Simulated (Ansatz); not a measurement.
**Ti2Co: pressure against volume**

Ti2Co, Fd-3m, a = 6.979 Å. The structure is a COD entry; whether it is the stable form wasn't checked. Ansatz: PBEsol, PAW, 420 eV, Γ-centred 10×10×10 mesh on 6 atoms, Gaussian smearing 0.10 eV; collinear spin, largest moment 1.0 μB. Symmetry fixes shape and atoms, so the cell is only scaled; pressure is positive in compression.

```
V (Å³/atom) P (GPa)
     12.464        ?
     12.889    13.38
     13.314     8.14
     13.739     3.72
     14.164     0.00
     14.588    -3.19
     15.013    -5.94
     15.580    -9.04
```

Question: Take V0 = 14.164 Å³/atom, fit the third-order Birch–Murnaghan form to the other rows, and predict the missing pressure.

Answer: With the Eulerian strain f = ½[(V0/V)^(2/3) − 1] and y = P/[3f(1 + 2f)^(5/2)], the form is the line y = B0 + 1.5 B0 (B0′ − 4) f. Rows (f, y): 0.03245, 117.4; 0.02106, 116.2; 0.01026, 114.9; -0.00974, 114.7; -0.01903, 114.6; -0.03077, 114.8. Means f = 0.0007050, y = 115.43; Σ(Δf)² = 0.003003, ΣΔfΔy = 0.1170; the slope is their ratio. y = 115.4 + 38.96 f GPa, so B0 = 115.4 GPa and B0′ = 4 + 2 × (38.96)/(3 × 115.4) = 4.23. At V = 12.464, f = 0.04449, y = 117.13 and P = 19.35 GPa. The run gave 19.56 GPa, so the fit is 0.21 GPa too low, a small miss on the scale of the series. Note that the largest moment runs from 0.46 to 1.37 μB along the series.

The largest moment runs from 0.46 to 1.37 μB along the series, so B0 and B0′ hold the change of the moment too.